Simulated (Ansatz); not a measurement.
ZnCu2SnS4 (kesterite type, space group I-4)

```
ZnCu2SnS4
1.0
   -2.73424     2.73424     5.46757
    2.73424    -2.73424     5.46757
    2.73424     2.73424    -5.46757
Cu Zn Sn S
2 1 1 4
Direct
  0.00000   0.00000   0.00000
  0.75000   0.25000   0.50000
  0.25000   0.75000   0.50000
  0.50000   0.50000   0.00000
  0.63691   0.62896   0.52468
  0.10428   0.11223   0.47532
  0.37104   0.89572   0.00795
  0.88777   0.36309   0.99205
```

The volume is varied about the relaxed value V₀ at fixed cell shape. The atoms relax within the cell's symmetry.

Method: PBE (plane waves to 420 eV, PAW, scalar-relativistic; Ansatz, a program for electronic structure). k mesh 9×9×9 (Γ-centred), Fermi-Dirac smearing 0.05 eV. Energies are smeared free energies. Compression counts positive. At this level the bands of ZnCu2SnS4 touch or barely overlap; measurements give the solid a gap. The PAW data are Ansatz's earlier set. ZnCu2SnS4 is run without spin polarisation. ZnCu2SnS4 was relaxed with its symmetry unable to fall. ΔE is measured from the relaxed starting cell.

| V (Å³/cell) | P (GPa) | ΔE (meV/atom) |
|---|---|---|
| 147.15 | 9.2 | ? |
| 151.24 | 6.4 | ? |
| 155.33 | 3.9 | ? |
| 159.42 | 1.8 | 3 |
| 163.50 | 0.0 | 0 |
| 167.59 | -1.6 | 3 |
| 171.68 | -2.9 | 10 |
| 175.77 | -4.1 | 21 |
| 179.85 | -5.1 | ? |

Question: Complete the blanks.

Answer: 
- 147.15, ΔE (meV/atom): 53
- 151.24, ΔE (meV/atom): 28
- 155.33, ΔE (meV/atom): 12
- 179.85, ΔE (meV/atom): 36

(Under strain, the slope of the energy per volume gives the stress and its curvature an elastic modulus.)
